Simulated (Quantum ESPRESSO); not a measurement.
Si2BPC4, one run as intended and one with a planted mistake

A calculation, not a measurement. The program is pw.x of Quantum ESPRESSO 7.5 (plane-wave density functional theory). The cell is made up: 8 atoms on a zincblende/diamond lattice, with randomly drawn elements, strain and displacements, not relaxed. PseudoDojo standard norm-conserving files (v0.5 for PBE, v0.4.1 for LDA and PBEsol) set the functional; there is no spin polarisation, spin-orbit coupling or dispersion term, and the masses in the input are unused placeholders.

Intended input:

```
&control calculation='scf', pseudo_dir='./dojo.nc.sr.pbe.v0_5.standard.upf', outdir='./o', disk_io='low', tprnfor=.true., tstress=.true. /
&system ibrav=0, nat=8, ntyp=4, nbnd=22, ecutwfc=82.02448710, nosym=.true., tot_charge=0,
 occupations='smearing', smearing='fd', degauss=0.0018374661
/
&electrons conv_thr=7.350e-09, electron_maxstep=60, /
ATOMIC_SPECIES
B 1.0 B.upf
C 1.0 C.upf
P 1.0 P.upf
Si 1.0 Si.upf
CELL_PARAMETERS angstrom
4.5249 -0.0047 -0.0296
-0.0047 4.4735 0.0088
-0.0296 0.0088 4.4156
ATOMIC_POSITIONS angstrom
Si -0.0977 0.0301 -0.0347
Si -0.1222 2.2316 2.3002
B 2.1027 0.1387 2.4142
P 2.2768 2.3394 -0.0111
C 1.2234 0.9876 1.1142
C 1.1616 3.368 3.4793
C 3.564 1.065 3.294
C 3.2992 3.4362 0.9987
K_POINTS automatic
4 4 4 1 1 1
```

The log is shortened where brackets say so; the opening notice, blank lines, dates and the lines on written files are dropped, and the path of the files is cut. It prints rydbergs, bohrs and kilobars, and counts compression as positive stress.

Log of the intended run:

```
     Program PWSCF v.7.5
     Parallel version (MPI & OpenMP), running on       4 processor cores
     Number of MPI processes:                 4
     Threads/MPI process:                     1
     [start-up lines left out]
     bravais-lattice index     =            0
     lattice parameter (alat)  =       8.5510  a.u.
     unit-cell volume          =     603.1447 (a.u.)^3
     number of atoms/cell      =            8
     number of atomic types    =            4
     number of electrons       =        32.00
     number of Kohn-Sham states=           22
     kinetic-energy cutoff     =      82.0245  Ry
     charge density cutoff     =     328.0979  Ry
     scf convergence threshold =      7.3E-09
     mixing beta               =       0.7000
     number of iterations used =            8  plain     mixing
     Exchange-correlation= PBE
                           (   1   4   3   4   0   0   0)
     [axes and pseudopotential details left out]
   Cartesian axes
     site n.     atom                  positions (alat units)
         1        Si     tau(   1) = (  -0.0215912   0.0066519  -0.0076685  )
         2        Si     tau(   2) = (  -0.0270055   0.4931714   0.5083316  )
         3        B      tau(   3) = (   0.4646852   0.0306519   0.5335249  )
         4        P      tau(   4) = (   0.5031603   0.5169946  -0.0024530  )
         5        C      tau(   5) = (   0.2703647   0.2182542   0.2462321  )
         6        C      tau(   6) = (   0.2567072   0.7443095   0.7689062  )
         7        C      tau(   7) = (   0.7876244   0.2353592   0.7279559  )
         8        C      tau(   8) = (   0.7291051   0.7593813   0.2207072  )
     number of k points=    32  Fermi-Dirac smearing, width (Ry)=  0.0018
                       cart. coord. in units 2pi/alat
        k(    1) = (   0.1259758   0.1263182   0.1286897), wk =   0.0625000
        k(    2) = (   0.1276513   0.1258160   0.3848958), wk =   0.0625000
     [further k points left out]
     Dense  grid:    60547 G-vectors     FFT dimensions: (  50,  50,  50)
     Estimated max dynamical RAM per process >      89.11 MB
     Estimated total dynamical RAM >     312.09 MB
     Initial potential from superposition of free atoms
     starting charge      31.9982, renormalised to      32.0000
     Starting wfcs are   32 randomized atomic wfcs
     total cpu time spent up to now is        1.0 secs
     per-process dynamical memory:    65.5 Mb
     Self-consistent Calculation
     iteration #  1     ecut=    82.02 Ry     beta= 0.70
     Davidson diagonalization with overlap
     ethr =  1.00E-02,  avg # of iterations =  3.0
     total cpu time spent up to now is        2.0 secs
     total energy              =     -84.01742383 Ry
     estimated scf accuracy    <       1.37407376 Ry
     iteration #  2     ecut=    82.02 Ry     beta= 0.70
     Davidson diagonalization with overlap
     ethr =  4.29E-03,  avg # of iterations =  2.0
     total cpu time spent up to now is        2.9 secs
     total energy              =     -84.40619258 Ry
     estimated scf accuracy    <       0.93417673 Ry
     [iterations 3 to 11 left out]
     iteration # 12     ecut=    82.02 Ry     beta= 0.70
     Davidson diagonalization with overlap
     ethr =  1.01E-10,  avg # of iterations =  1.8
     total cpu time spent up to now is       12.6 secs
     total energy              =     -84.56390453 Ry
     estimated scf accuracy    <       0.00000001 Ry
     iteration # 13     ecut=    82.02 Ry     beta= 0.70
     Davidson diagonalization with overlap
     ethr =  4.31E-11,  avg # of iterations =  2.0
     total cpu time spent up to now is       13.4 secs
     End of self-consistent calculation
     [lines on levels left out]
!    total energy              =     -84.56390453 Ry
     estimated scf accuracy    <          1.6E-10 Ry
     smearing contrib. (-TS)   =      -0.00000000 Ry
     internal energy E=F+TS    =     -84.56390453 Ry
     The total energy is F=E-TS. E is the sum of the following terms:
     one-electron contribution =      16.36724183 Ry
     hartree contribution      =       9.92339450 Ry
     xc contribution           =     -29.48359665 Ry
     ewald contribution        =     -81.37094420 Ry
     convergence has been achieved in  13 iterations
     Forces acting on atoms (cartesian axes, Ry/au):
     atom    1 type  4   force =     0.15005968   -0.09277723    0.15227267
     atom    2 type  4   force =     0.11608477    0.07008952   -0.12372469
     atom    3 type  1   force =     0.03587315   -0.03279115   -0.07977140
     atom    4 type  3   force =     0.00813982   -0.07209621    0.09109591
     atom    5 type  2   force =    -0.02597825    0.07209278    0.06588618
     atom    6 type  2   force =    -0.03348625    0.04475880   -0.12589707
     atom    7 type  2   force =    -0.25529420    0.06132838   -0.06644958
     atom    8 type  2   force =     0.00460128   -0.05060489    0.08658800
     Total force =     0.472140     Total SCF correction =     0.000020
     Computing stress (Cartesian axis) and pressure
          total   stress  (Ry/bohr**3)                   (kbar)     P=     -201.94
  -0.00168814  -0.00029121  -0.00004320         -248.33      -42.84       -6.36
  -0.00029121  -0.00125511  -0.00010174          -42.84     -184.63      -14.97
  -0.00004320  -0.00010174  -0.00117500           -6.36      -14.97     -172.85
     init_run     :      0.93s CPU      0.96s WALL (       1 calls)
     electrons    :     12.36s CPU     12.42s WALL (       1 calls)
     forces       :      0.20s CPU      0.20s WALL (       1 calls)
     stress       :      0.61s CPU      0.61s WALL (       1 calls)
     [timing details left out]
     PWSCF        :     14.16s CPU     14.27s WALL
     JOB DONE.
```

A second run has one planted mistake: two atoms have their elements exchanged. The input lines that differ, file-writing options aside:

```
- P 2.2768 2.3394 -0.0111
+ C 2.2768 2.3394 -0.0111
- C 3.2992 3.4362 0.9987
+ P 3.2992 3.4362 0.9987
```

Its log:

```
     Program PWSCF v.7.5
     Parallel version (MPI & OpenMP), running on       4 processor cores
     Number of MPI processes:                 4
     Threads/MPI process:                     1
     [start-up lines left out]
     bravais-lattice index     =            0
     lattice parameter (alat)  =       8.5510  a.u.
     unit-cell volume          =     603.1447 (a.u.)^3
     number of atoms/cell      =            8
     number of atomic types    =            4
     number of electrons       =        32.00
     number of Kohn-Sham states=           22
     kinetic-energy cutoff     =      82.0245  Ry
     charge density cutoff     =     328.0979  Ry
     scf convergence threshold =      7.3E-09
     mixing beta               =       0.7000
     number of iterations used =            8  plain     mixing
     Exchange-correlation= PBE
                           (   1   4   3   4   0   0   0)
     [axes and pseudopotential details left out]
   Cartesian axes
     site n.     atom                  positions (alat units)
         1        Si     tau(   1) = (  -0.0215912   0.0066519  -0.0076685  )
         2        Si     tau(   2) = (  -0.0270055   0.4931714   0.5083316  )
         3        B      tau(   3) = (   0.4646852   0.0306519   0.5335249  )
         4        C      tau(   4) = (   0.5031603   0.5169946  -0.0024530  )
         5        C      tau(   5) = (   0.2703647   0.2182542   0.2462321  )
         6        C      tau(   6) = (   0.2567072   0.7443095   0.7689062  )
         7        C      tau(   7) = (   0.7876244   0.2353592   0.7279559  )
         8        P      tau(   8) = (   0.7291051   0.7593813   0.2207072  )
     number of k points=    32  Fermi-Dirac smearing, width (Ry)=  0.0018
                       cart. coord. in units 2pi/alat
        k(    1) = (   0.1259758   0.1263182   0.1286897), wk =   0.0625000
        k(    2) = (   0.1276513   0.1258160   0.3848958), wk =   0.0625000
     [further k points left out]
     Dense  grid:    60547 G-vectors     FFT dimensions: (  50,  50,  50)
     Estimated max dynamical RAM per process >      89.11 MB
     Estimated total dynamical RAM >     312.09 MB
     Initial potential from superposition of free atoms
     starting charge      31.9982, renormalised to      32.0000
     Starting wfcs are   32 randomized atomic wfcs
     total cpu time spent up to now is        1.1 secs
     per-process dynamical memory:    65.5 Mb
     Self-consistent Calculation
     iteration #  1     ecut=    82.02 Ry     beta= 0.70
     Davidson diagonalization with overlap
     ethr =  1.00E-02,  avg # of iterations =  3.6
     total cpu time spent up to now is        2.2 secs
     total energy              =     -83.91511232 Ry
     estimated scf accuracy    <       0.86161481 Ry
     iteration #  2     ecut=    82.02 Ry     beta= 0.70
     Davidson diagonalization with overlap
     ethr =  2.69E-03,  avg # of iterations =  3.0
     total cpu time spent up to now is        3.2 secs
     total energy              =     -84.01745951 Ry
     estimated scf accuracy    <       1.18315866 Ry
     [iterations 3 to 10 left out]
     iteration # 11     ecut=    82.02 Ry     beta= 0.70
     Davidson diagonalization with overlap
     ethr =  5.57E-10,  avg # of iterations =  4.4
     total cpu time spent up to now is       12.0 secs
     total energy              =     -84.25323962 Ry
     estimated scf accuracy    <       0.00000002 Ry
     iteration # 12     ecut=    82.02 Ry     beta= 0.70
     Davidson diagonalization with overlap
     ethr =  5.49E-11,  avg # of iterations =  2.7
     total cpu time spent up to now is       12.9 secs
     End of self-consistent calculation
     [lines on levels left out]
!    total energy              =     -84.25323962 Ry
     estimated scf accuracy    <          3.1E-09 Ry
     smearing contrib. (-TS)   =      -0.00013743 Ry
     internal energy E=F+TS    =     -84.25310219 Ry
     The total energy is F=E-TS. E is the sum of the following terms:
     one-electron contribution =      17.45947021 Ry
     hartree contribution      =       9.24356039 Ry
     xc contribution           =     -29.39366024 Ry
     ewald contribution        =     -81.56247255 Ry
     convergence has been achieved in  12 iterations
     Forces acting on atoms (cartesian axes, Ry/au):
     atom    1 type  4   force =     0.38895646    0.13602618   -0.08431228
     atom    2 type  4   force =     0.22668616   -0.04831816    0.02063238
     atom    3 type  1   force =     0.01423685   -0.00793248   -0.04013394
     atom    4 type  2   force =    -0.10878941   -0.04507620   -0.03130087
     atom    5 type  2   force =    -0.02266545    0.07732921    0.07096441
     atom    6 type  2   force =     0.04732372   -0.02251276   -0.06377297
     atom    7 type  2   force =    -0.24879646    0.05207521   -0.07710361
     atom    8 type  3   force =    -0.29695187   -0.14159098    0.20502688
     Total force =     0.697806     Total SCF correction =     0.000049
     Computing stress (Cartesian axis) and pressure
          total   stress  (Ry/bohr**3)                   (kbar)     P=      -55.53
  -0.00085865   0.00026045  -0.00057659         -126.31       38.31      -84.82
   0.00026045  -0.00028487  -0.00085183           38.31      -41.91     -125.31
  -0.00057659  -0.00085183   0.00001114          -84.82     -125.31        1.64
     init_run     :      0.98s CPU      1.03s WALL (       1 calls)
     electrons    :     11.76s CPU     11.81s WALL (       1 calls)
     forces       :      0.21s CPU      0.22s WALL (       1 calls)
     stress       :      0.67s CPU      0.68s WALL (       1 calls)
     [timing details left out]
     PWSCF        :     13.70s CPU     13.82s WALL
     JOB DONE.
```

|  | intended run | run with the mistake |
| --- | --- | --- |
| free energy (eV) | -1150.551 | -1146.324 |
| smearing term -TS (eV) | 0.0000 | -0.0019 |
| pressure (GPa) | -20.19 | -5.55 |
| largest force component (eV/Å) | 6.564 | 10.000 |
| largest change of a force component (eV/Å) |  | 7.753 |
| iterations | 13 | 12 |

For scale, a rerun of the intended cell at 1347 eV and a 6 x 6 x 6 mesh moved values by no more than 0.005 eV in energy, 0.08 GPa in stress and 0.008 eV/Å in force.